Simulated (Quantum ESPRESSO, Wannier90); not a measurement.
## Wannierisation of LiPt (P-6m2)

Materials Project entry mp-11807; symmetrised, unrelaxed at this level. COD (Crystallography Open Database) has an entry of this formula and space group (matched by these alone). Method: PBEsol plane waves in Quantum ESPRESSO 7.5 (PseudoDojo norm-conserving files, 68 Ry, no spin polarisation, no spin-orbit coupling), Bloch states on a 12×12×6 mesh through Γ, Wannier90 4.0.1. Density: 18×18×10 mesh, cold smearing 0.01 Ry. Spin-orbit coupling is left out although heavy elements are present.

On the energy scale of pw.x, whose zero is arbitrary, the Fermi level lies at 14.00 eV.

Input w.win:

```
num_bands = 3
num_wann = 3
exclude_bands = 1,5-27
num_iter = 1000
conv_tol = 1.0e-6
conv_window = 4
write_hr = true
write_u_matrices = true
auto_projections = true
begin unit_cell_cart
ang
    2.7462798935    0.0000000000    0.0000000000
   -1.3731399468    2.3783481537    0.0000000000
    0.0000000000    0.0000000000    4.1704700000
end unit_cell_cart
begin atoms_frac
Li   0.0000000000  0.0000000000  0.5000000000
Pt  -0.3333333333  0.3333333333  0.0000000000
end atoms_frac
mp_grid = 12 12 6
begin kpoints
0.0000000000 0.0000000000 0.0000000000
0.0000000000 0.0000000000 0.1666666667
0.0000000000 0.0000000000 0.3333333333
... (861 more lines: the 12x12x6 mesh through Gamma)
end kpoints
```

Input of pw2wannier90.x that gives the overlap and projection files (equivalent; here they were cut from one run over all bands):

```
&inputpp
  outdir = './out'
  prefix = 'pwscf'
  seedname = 'w'
  write_amn = .true.
  write_mmn = .true.
  atom_proj = .true.
  atom_proj_exclude = 1 2 3 7 8 9 10 11 12
/
```

Output w.wout (banner and timings cut):

```
                                    ------
                                    SYSTEM
                                    ------

                              Lattice Vectors (Ang)
                    a_1     2.746280   0.000000   0.000000
                    a_2    -1.373140   2.378348   0.000000
                    a_3     0.000000   0.000000   4.170470

                   Unit Cell Volume:      27.23988  (Ang^3)

                        Reciprocal-Space Vectors (Ang^-1)
                    b_1     2.287890   1.320914  -0.000000
                    b_2     0.000000   2.641827   0.000000
                    b_3     0.000000  -0.000000   1.506589

 *----------------------------------------------------------------------------*
 |   Site       Fractional Coordinate          Cartesian Coordinate (Ang)     |
 +----------------------------------------------------------------------------+
 | li   1   0.00000   0.00000   0.50000   |    0.00000   0.00000   2.08523    |
 | pt   1  -0.33333   0.33333   0.00000   |   -1.37314   0.79278   0.00000    |
 *----------------------------------------------------------------------------*
                                ------------
                                K-POINT GRID
                                ------------

             Grid size = 12 x 12 x  6      Total points =  864

 *---------------------------------- MAIN ------------------------------------*
 |  Number of Wannier Functions               :                 3             |
 |  Number of Objective Wannier Functions     :                 3             |
 |  Number of input Bloch states              :                 3             |
 |  Output verbosity (1=low, 5=high)          :                 1             |
 |  Timing Level (1=low, 5=high)              :                 1             |
 |  Optimisation (0=memory, 3=speed)          :                 3             |
 |  Length Unit                               :               Ang             |
 |  Post-processing setup (write *.nnkp)      :                 F             |
 |  Using Gamma-only branch of algorithms     :                 F             |
 *----------------------------------------------------------------------------*
 *------------------------------- WANNIERISE ---------------------------------*
 |  Total number of iterations                :              1000             |
 |  Number of CG steps before reset           :                 5             |
 |  Trial step length for line search         :             2.000             |
 |  Convergence tolerence                     :         0.100E-05             |
 |  Convergence window                        :                 4             |
 |  Iterations between writing output         :                 1             |
 |  Iterations between backing up to disk     :               100             |
 |  Write r^2_nm to file                      :                 F             |
 |  Write xyz WF centres to file              :                 F             |
 |  Write on-site energies <0n|H|0n> to file  :                 F             |
 |  Use guiding centre to control phases      :                 F             |
 |  Use phases for initial projections        :                 F             |
 *----------------------------------------------------------------------------*
 *-------------------------------- PLOTTING ----------------------------------*
 |  Plotting Hamiltonian in WF basis          :                 T             |
 *----------------------------------------------------------------------------*

       ... (k-mesh section left out)

 Starting a new Wannier90 calculation ...

 Reading overlaps from w.mmn

 Reading projections from w.amn

 *------------------------------- WANNIERISE ---------------------------------*
 +--------------------------------------------------------------------+<-- CONV
 | Iter  Delta Spread     RMS Gradient      Spread (Ang^2)            |<-- CONV
 +--------------------------------------------------------------------+<-- CONV

 ------------------------------------------------------------------------------
 Initial State
  WF centre and spread    1  ( -1.373140,  0.792783,  0.000000 )     0.38585847
  WF centre and spread    2  ( -1.373140,  0.792645, -0.000000 )     0.38628300
  WF centre and spread    3  ( -1.373140,  0.792921,  0.000000 )     0.38628300
  Sum of centres and spreads ( -4.119420,  2.378348,  0.000000 )     1.15842447

      0     0.116E+01     0.0000000000        1.1584244754  <-- CONV
        O_D=      0.0000000 O_OD=      0.0001476 O_TOT=      1.1584245 <-- SPRD
 ------------------------------------------------------------------------------
      1    -0.189E-13     0.0000014760        1.1584244754  <-- CONV
        O_D=      0.0000000 O_OD=      0.0001476 O_TOT=      1.1584245 <-- SPRD
      2    -0.380E-13     0.0000014753        1.1584244754  <-- CONV
        O_D=      0.0000000 O_OD=      0.0001476 O_TOT=      1.1584245 <-- SPRD
      3    -0.571E-13     0.0000014738        1.1584244754  <-- CONV
        O_D=      0.0000000 O_OD=      0.0001476 O_TOT=      1.1584245 <-- SPRD
      4    -0.755E-13     0.0000014717        1.1584244754  <-- CONV
        O_D=      0.0000000 O_OD=      0.0001476 O_TOT=      1.1584245 <-- SPRD
             <<<     Delta < 1.000E-06  over  4 iterations     >>>
             <<< Wannierisation convergence criteria satisfied >>>
 Final State
  WF centre and spread    1  ( -1.373140,  0.792783,  0.000000 )     0.38585847
  WF centre and spread    2  ( -1.373140,  0.792645, -0.000000 )     0.38628300
  WF centre and spread    3  ( -1.373140,  0.792921,  0.000000 )     0.38628300
  Sum of centres and spreads ( -4.119420,  2.378348,  0.000000 )     1.15842447

         Spreads (Ang^2)       Omega I      =     1.158276902
        ================       Omega D      =     0.000000004
                               Omega OD     =     0.000147570
    Final Spread (Ang^2)       Omega Total  =     1.158424475
```
